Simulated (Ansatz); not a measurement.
Input:

Relaxed Al$_{2}$Cu (Al2Cu type, space group I4/mcm):

```
CELL_PARAMETERS angstrom
     -3.00102     3.00102     2.40723
      3.00102    -3.00102     2.40723
      3.00102     3.00102    -2.40723
ATOMIC_POSITIONS crystal
  Al 0.65893 0.15893 0.81786
  Al 0.84107 0.65893 0.50000
  Al 0.15893 0.34107 0.50000
  Al 0.34107 0.84107 0.18214
  Cu 0.25000 0.25000 0.00000
  Cu 0.75000 0.75000 0.00000
```

In this cell atom 1 (Al, nearest neighbour Cu at 2.559 Å; its periodic images, 4.8 Å or more away, move with it) is moved by s towards the nearest neighbour, unit vector (0.800, -0.373, -0.470); all other atoms and the cell stay fixed.

These are PBEsol (plane waves to 420 eV, PAW, scalar-relativistic; Ansatz, a first-principles code) values and carry that method's errors. k mesh 10×10×10 (Γ-centred), Fermi-Dirac smearing 0.05 eV. Energies are smeared free energies. With partly filled bands, energies and forces of such displacements shift with the k mesh and the smearing. Al2Cu is run without spin polarisation. Al2Cu was relaxed with its symmetry unable to fall. The PAW data are Ansatz's earlier set. ΔE is measured from the undisplaced structure.

The scan covers s from -0.260 to 0.260 Å in 11 points.

Q: Is this a single well or a double well?

A: A single well with its minimum at or next to zero displacement.

Q: Is the energy the same for displacements of ±0.260 Å, and if not, which side lies higher?

A: Not even: the positive side lies higher at ±0.260 Å. With its periodic images moving along, the atom's site symmetry in this cell is mm2.

Q: What is the force constant k = d²E/ds² of this move at s = 0?

A: 5.92 eV/Å².

(For displaced atoms, the force is minus the slope of the energy, and its curvature is a force constant, which sets phonon frequencies.)
